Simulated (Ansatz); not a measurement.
BAs:
```cif
data_As4B4
_chemical_formula_sum 'As4 B4'
_space_group_name_H-M_alt 'F-43m'
_space_group_IT_number 216
_space_group_name_Hall 'F -4 2 3'
_cell_length_a 4.80912
_cell_length_b 4.80912
_cell_length_c 4.80912
_cell_angle_alpha 90.000
_cell_angle_beta 90.000
_cell_angle_gamma 90.000
loop_
_atom_site_label
_atom_site_type_symbol
_atom_site_symmetry_multiplicity
_atom_site_Wyckoff_symbol
_atom_site_fract_x
_atom_site_fract_y
_atom_site_fract_z
_atom_site_occupancy
As1 As 4 c 0.25000 0.25000 0.25000 1
B1 B 4 a 0.00000 0.00000 0.00000 1
```
(The calculation used a cell of 2 atoms; values per cell refer to that cell.)

Relaxed with PBE. PBE (plane waves, PAW; program Ansatz) gives a gap of 1.20 eV.

### Question
What gap does HSE06 give on the same cell (Ansatz, PAW)?

### Answer
1.84 eV, 0.64 eV more. The hybrid was solved on a coarser mesh and at special points; its gap is the smallest among all of these.

```tsv
k	v1 PBE	c1 PBE	v1 HSE06	c1 HSE06
Γ	0.00	3.26	?	?
X	-3.99	1.46	-4.38	2.09
L	-1.79	2.57	?	?
W	-5.07	5.26	?	?
K	-3.41	2.06	?	?
```

### Question
Top valence (v1) and lowest conduction level (c1) in eV from each method's valence maximum (which need not be a listed point): supply the withheld HSE06 values.

### Answer

- K, v1 HSE06: -3.74
- K, c1 HSE06: 2.76
- W, v1 HSE06: -5.54
- W, c1 HSE06: 6.17
- L, v1 HSE06: -1.96
- L, c1 HSE06: 3.43
- Γ, v1 HSE06: 0.00
- Γ, c1 HSE06: 4.09

Cost on shared cores: the PBE run (SCF on a 10×10×10 mesh, then bands and DOS) about 14 core-seconds (a rough figure), the HSE06 run (SCF on 7×7×7, then a few points) about 100 core-seconds (a rough figure); the tasks are unlike.

Symmetry was held in the PBE relaxation; phonons on a q-mesh show no instability. Spin–orbit coupling is left out wherever it is not named.

Potentials: the later of the program's two PAW sets.
